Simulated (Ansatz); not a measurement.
One structure type (Fm-3m), one member withheld

The calculation used DFT, PBEsol, all-electron LAPW, scalar-relativistic (Ansatz 0.2.0).

All cells have space group Fm-3m and are held fixed (conventional cell and sites). Prototypes and MP cells are computed structures that needn't be known or stable phases of these compounds. Gaps are the smallest over the k mesh and a high-symmetry path; Bader charges come from PAW runs of the same cells. Semilocal functionals give too small gaps and can close them; gaps under 0.4 eV may also close off the mesh.

Spin–orbit coupling is left out, though it moves levels of the heavy atoms by tenths of an eV or more.

Li: a = 4.40 Å, b = 4.40 Å, c = 4.40 Å; Li 4a (0.000 0.000 0.000); 13×13×13 mesh, smearing 0.08 eV, COD 9008473, reported
Rh: a = 3.80 Å, b = 3.80 Å, c = 3.80 Å; Rh 4a (0.000 0.000 0.000); 16×16×16 mesh, smearing 0.08 eV, COD 9008482, reported
Pd: a = 3.89 Å, b = 3.89 Å, c = 3.89 Å; Pd 4a (0.000 0.000 0.000); 18×18×18 mesh, smearing 0.05 eV, COD 9008478, reported
Ir: a = 3.84 Å, b = 3.84 Å, c = 3.84 Å; Ir 4a (0.000 0.000 0.000); 18×18×18 mesh, smearing 0.05 eV, COD 9008470, reported
Sc: a = 4.54 Å, b = 4.54 Å, c = 4.54 Å; Sc 4a (0.000 0.000 0.000); 12×12×12 mesh, smearing 0.03 eV, COD 9008483, reported
Nb: a = 4.23 Å, b = 4.23 Å, c = 4.23 Å; Nb 4a (0.000 0.000 0.000); 13×13×13 mesh, smearing 0.08 eV, COD 1534903, reported

```
compound  P (GPa)  gap (eV)
      Li     -0.7      none
      Rh     -4.9      none
      Pd     -2.3      none
      Ir     -2.7      none
      Nb     -6.6      none
```

Predict the row of Sc (no spin polarisation).

P (GPa): 0.5, gap (eV): none.
